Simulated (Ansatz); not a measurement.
KAg4Sb3: reading a single point

```
CELL_PARAMETERS angstrom
4.50319 0.00000 0.00000
-2.25160 3.89988 0.00000
-2.25160 1.29996 12.19946
ATOMIC_POSITIONS crystal
K 0.50000 0.50000 0.50000
Ag 0.09027 0.90973 0.27081
Ag 0.90973 0.09027 0.72919
Ag 0.30177 0.69823 0.90531
Ag 0.69823 0.30177 0.09469
Sb 0.22904 0.77096 0.68712
Sb 0.77096 0.22904 0.31288
Sb 0.00000 0.00000 0.00000
```

Method: PBE, no spin polarisation; PAW, plane waves to 420 eV, 7×7×7 Γ-centred mesh, fermi-dirac occupations (width 0.011 eV) (Ansatz 0.2.0), atoms fixed.

Where is the largest force?

The largest is on Ag3 (and as large on other atoms): 0.57 eV/Å, components (0.00, 0.00, 0.57). It makes 101° with the line to a nearest neighbour, Sb6 at 2.65 Å.

Which element gives electrons and which takes them?

Bader charges in e: K +0.73, Ag -0.22 to -0.09, Sb -0.11 to +0.11. In the mean K gives up most and Ag takes most.

Is it stable against the elements?

0.06 eV an atom against the elements' usual phases (free molecules for gases, crystals otherwise, with no correction for O₂ or N₂), so at this geometry it isn't bound against them. Relaxing would lower it.

Describe some of the short contacts.

Ag–Sb at 2.65 Å: least valence density 0.40 e/Å³ and ELF 0.37 there. K–Sb at 3.46 Å: least valence density 0.07 e/Å³ and ELF 0.06 there. K–Ag at 3.82 Å: least valence density 0.04 e/Å³ and ELF 0.05 there. These are pseudo-fields; inside the PAW spheres they differ from the all-electron ones.

What happens at the Fermi level?

It is a metal, with about 4.5 states/eV a cell as the mean within 0.25 eV of the Fermi level, mostly Sb p (76 %) and Ag d (14 %).

Origin: a known structure type with other elements, at an estimated volume, so it need not be a known compound.
